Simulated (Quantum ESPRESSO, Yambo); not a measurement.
**Levels of theory for the gap of CaHBr monolayer**

A free-standing CaHBr monolayer (symmetry P4/nmm, slab cell 19.6 Å high): one geometry, one set of PBEsol (pw.x of Quantum ESPRESSO, ONCV potentials, with spin-orbit coupling) orbitals, self-energies from Yambo (4×4×1 Γ-centred k mesh, 220 bands and a 5 Ry block in the screening, 220 bands in G with the Bruneval-Gonze terminator, plasmon pole fitted at 27.2 eV, slab-truncated Coulomb interaction, stochastic integration of W near q = 0).

The layer was cut from Materials Project entry mp-24422 and relaxed with PBEsol in a cell 19.6 Å high, with the Coulomb interaction truncated along z.

| level | gap Γ → Γ (eV) | rough Yambo cost |
|---|---|---|
| PBEsol (Quantum ESPRESSO) | 4.09 | – |
| exchange only (Hartree-Fock self-energy on PBEsol orbitals) | 12.46 | about 1/10 (9 states) |
| G0W0@PBEsol, plasmon pole | 7.07 | 1 (9 states) |

Bare exchange has no screening and gives the widest gap. All rows use the PBEsol edge points; in the exchange only run other k points give a smaller gap, 12.40 eV.

Costs are rough ratios of core time on shared machines.

Convergence of the G0W0 settings was not tested.

This is a model layer cut from the bulk structure; whether it is stable on its own was not checked.
